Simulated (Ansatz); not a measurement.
**SiMo3: reading a single point**

```
Si Mo
1.0
     9.76836    0.00000    0.00000
     0.00000    4.88418    0.00000
     0.00000    0.00000    4.88418
Si Mo
4 12
Direct
  0.00000 0.00000 0.00000
  0.50000 0.00000 0.00000
  0.25000 0.50000 0.50000
  0.75000 0.50000 0.50000
  0.12500 0.00000 0.50000
  0.62500 0.00000 0.50000
  0.25000 0.75000 0.00000
  0.75000 0.75000 0.00000
  0.37500 0.00000 0.50000
  0.87500 0.00000 0.50000
  0.25000 0.25000 0.00000
  0.75000 0.25000 0.00000
  0.00000 0.50000 0.75000
  0.50000 0.50000 0.75000
  0.00000 0.50000 0.25000
  0.50000 0.50000 0.25000
```

Level: LDA, no spin polarisation; 420 eV; 4×7×7 Γ-centred mesh; fermi-dirac occupations (width 0.1 eV); Ansatz 0.2.0, fixed geometry.

(1) What is the formation energy?

(2) Is there a gap?

(3) Which element gives electrons and which takes them?

(4) Are the atoms at rest?

(5) Is the cell too large or too small?

(6) Describe some of the short contacts.

Origin: a database entry at a rescaled volume.

Answers

(1) -0.36 eV an atom against the elements' usual phases (free molecules for gases, crystals otherwise, with no correction for O₂ or N₂), so it is bound against them; other compounds may still compete. Relaxing would lower it.

(2) It is a metal, with about 7.6 states/eV a cell as the mean within 0.25 eV of the Fermi level, mostly Mo d (86 %).

(3) Bader charges in e: Si -0.40, Mo +0.13. In the mean Mo gives up most and Si takes most, against the order of Pauling's electronegativities.

(4) Nearly at rest: the largest force is 0.008 eV/Å.

(5) The pressure is -8.1 GPa (compression positive), so with the atoms held at these fractions the cell would first shrink.

(6) Mo–Mo at 2.44 Å: least valence density 0.64 e/Å³ and ELF 0.32 there. These are pseudo-fields; inside the PAW spheres they differ from the all-electron ones.
